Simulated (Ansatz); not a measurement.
Energies of structures of RbAu at several levels, each column relative to the first row (Cmcm, oS8, AFLOW prototype AB_oC8_63_c_c (B33, as in CrB)), in eV/atom. Geometries are relaxed with r2SCAN (plane waves to 500 eV, PAW, scalar-relativistic; Ansatz, an electronic-structure program) unless a column says relaxed; all runs are Ansatz, PAW (cutoffs: PBE, relaxed 420 eV). Columns compare only within themselves.

| structure | r2SCAN | PBE, relaxed |
|---|---|---|
| Cmcm, oS8, AFLOW prototype AB_oC8_63_c_c (B33, as in CrB) | 0.000 | 0.000 |
| Fm-3m, cF8, rock salt type | +0.079 | … |
| F-43m, cF8, zinc blende type | +0.235 | … |

### Question
Some entries are withheld; supply them.

### Answer

- Fm-3m, cF8, rock salt type, PBE, relaxed: +0.042
- F-43m, cF8, zinc blende type, PBE, relaxed: +0.140

At PBE, relaxed the lowest of those computed is still Cmcm, oS8, AFLOW prototype AB_oC8_63_c_c (B33, as in CrB). Against r2SCAN, PBE moves these energy differences by -0.09 to -0.04 eV/atom and the volumes by +5.1 % to +7.3 %.

 2 generated cells of layers, chains or molecules, poorly bound without dispersion, are left out. Each run could gain symmetry but not lose that of its start, so entries can be saddle points. Known forms of RbAu include space group No. 221. That form is not among the structures calculated here. All of these are generated cells (placed on structure types, drawn at random, substituted or restacked) that were not matched to a known phase here. Static energies at zero pressure. Each cell has its own k-point mesh; energy differences are given only to the digits this allows. No spin polarisation in the result. Without spin-orbit coupling the bands of the heavy element are not split, so the gap can be far off.
